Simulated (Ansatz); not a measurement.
TiSi2:
```xyz
6
Lattice="0.0000 4.0612 4.2219 2.3617 0.0000 4.2219 2.3617 4.0612 0.0000" Properties=species:S:1:pos:R:3 pbc="T T T"
Ti     2.3617     4.0612     4.2219
Ti     3.5425     6.0918     6.3329
Si     2.3617     6.7910     4.2219
Si     2.3617     1.3314     4.2219
Si     1.1808     3.3619     2.1110
Si     1.1808     0.6992     2.1110
```

Relaxed with LDA. Special points in fractions of this cell's reciprocal vectors: Γ (0.000, 0.000, 0.000); Y (0.500, 0.000, 0.500); T (1.000, 0.500, 0.500); Z (0.500, 0.500, 0.000); Σ0 (0.000, 0.413, 0.413); U0 (1.000, 0.587, 0.587); C0 (0.500, 0.244, 0.744); A0 (0.500, 0.756, 0.256); L (0.500, 0.500, 0.500).

Q: List the band energies nearest the Fermi level at these points for LDA in the plane-wave PAW code Ansatz.

A: In eV from the Fermi level; about four levels below and three above (degenerate sets whole), none deeper than 8.9 eV; points with the same levels are listed once.

```
k                     below                above
--  -----------------------  -------------------
Γ   -1.97 -1.71 -1.34 -0.96  2.12 3.27 3.55 3.55
Y   -2.34 -2.34 -0.88 -0.88  1.32 1.32 3.45 3.45
T   -1.18 -1.18 -0.65 -0.65  0.88 0.88 2.39 2.39
Z   -1.52 -1.52 -1.01 -1.01  0.77 0.77 3.37 3.37
Σ0  -2.42 -2.06 -1.33 -0.42       0.07 0.09 0.79
C0  -1.68 -1.68 -1.40 -1.40  1.47 1.47 2.25 2.25
L   -2.45 -1.99 -1.09 -0.04       0.15 1.07 1.44
```

Space group Fddd. The cell was relaxed with LDA under the symmetry of its start. No spin polarisation was allowed.

Potentials: the earlier of the program's two PAW sets. The files were generated under PBE; for other functionals the program regenerates the frozen cores, and for LDA and PBEsol the local potential too.
